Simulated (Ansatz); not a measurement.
MnCoGe: changing the choice of potentials or basis

```
CELL_PARAMETERS angstrom
4.09114 0.00000 0.00000
-2.04557 3.54303 0.00000
0.00000 0.00000 5.14388
ATOMIC_POSITIONS crystal
Ge 0.33333 0.66667 0.25000
Ge 0.66667 0.33333 0.75000
Co 0.66667 0.33333 0.25000
Co 0.33333 0.66667 0.75000
Mn 0.00000 0.00000 0.50000
Mn 0.00000 0.00000 0.00000
```

The cell is a database's computed one, not the measured one.

Kept alike: task single point; functional PBEsol; k mesh 8 × 8 × 5; occupations fermi-dirac, width 0.05 eV; collinear spin, ferromagnetic start. Program: Ansatz. Cutoffs run from 420 to 1769 eV. The mesh is that of the run's cell of 6 atoms. No spin-orbit coupling.

```csv
choice of potentials or basis,pressure (GPa),moment of the cell (μB)
Ansatz PAW (files of its older set among them) (made for PBE),-9.59,6.11
Ansatz PAW (made for PBE),-9.66,6.11
JTH PAW (made for PBE),-8.87,6.13
PseudoDojo standard (PBEsol files),-8.76,6.28
PseudoDojo stringent (PBEsol files),-9.84,6.03
```

Pressure is positive in compression, with a Pulay correction for the finite cutoff. For a metal such a mesh leaves the last digits unconverged. The runs hold the magnetic state that their start led to, which needn't be the lowest.

**Question.** What does the choice of potentials or basis change here?

**Answer.** The pressure runs from -9.84 (PseudoDojo stringent (PBEsol files)) to -8.76 GPa (PseudoDojo standard (PBEsol files)). The moment of the cell runs from 6.03 (PseudoDojo stringent (PBEsol files)) to 6.28 μB (PseudoDojo standard (PBEsol files)).
